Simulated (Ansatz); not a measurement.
## TiCo3 under pressure

These are results of Ansatz, DFT LDA, scalar-relativistic, plane waves, PAW, not measurements. Settings: 420 eV plane-wave cutoff, Γ-centred 12×12×12 mesh, Fermi-Dirac smearing of 0.15 eV. No spin polarisation. Phonons by linear response, acoustic sum rule imposed.

Relaxed structure:
```
Ti Co
1.0
     3.49422    0.00000    0.00000
     0.00000    3.49422    0.00000
     0.00000    0.00000    3.49422
Ti Co
1 3
Cartesian
  0.0000 0.0000 0.0000
  0.0000 1.7471 1.7471
  1.7471 0.0000 1.7471
  1.7471 1.7471 0.0000
```

In a metal, frequencies and elastic constants depend on the k mesh and the smearing, soft modes and shear constants most. Spin polarisation was left out, and a magnetic state may lie lower.

The cell is relaxed again at 5 and 15 GPa. How do volume, gap and optical modes at Γ (cm⁻¹, counted from the lowest optical one; a degenerate one stands once) change?

## Answers

|  | 0 GPa | 5 GPa | 15 GPa |
| --- | --- | --- | --- |
| V/V0 | 1.000 | 0.982 | 0.949 |
| gap (eV) | 0.00 | 0.00 | 0.00 |
| mode 1 | 205 | 214 | 229 |
| mode 4 | 230 | 238 | 252 |
| mode 7 | 298 | 310 | 333 |

Cost: 3 runs of about 14 core-minutes in all, on Arm Neoverse V1 (shared hosts).